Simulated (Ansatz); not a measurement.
Al (fcc (Cu type), Fm-3m) under volume change, plane-wave PAW PBEsol (Ansatz code), scaled uniformly.

| V (Å³/atom) | E − E(relaxed) (meV/atom) | P (GPa) |
|---|---|---|
| 14.713 | 40.3 | 9.69 |
| 15.198 | … | … |
| 15.683 | 4.0 | 2.69 |
| 16.168 | 0.0 | 0.00 |
| 16.653 | 3.5 | -2.27 |
| 17.138 | 13.4 | -4.20 |
| 17.623 | … | … |

### Question
Fill in the missing entries.

### Answer

- 17.623, E − E(relaxed) (meV/atom): 28.7
- 17.623, P (GPa): -5.82
- 15.198, E − E(relaxed) (meV/atom): 16.8
- 15.198, P (GPa): 5.89

### Question
What does a third-order Birch–Murnaghan fit give for V₀, B₀ and B′?

### Answer
V₀ = 16.17 Å³/atom, B₀ = 82.5 GPa, B′ = 4.6.

The cell was relaxed with PBEsol under the symmetry of its start.

Potentials: the earlier of the program's two PAW sets. The files were generated under PBE; for other functionals the program regenerates the frozen cores, and for LDA and PBEsol the local potential too.
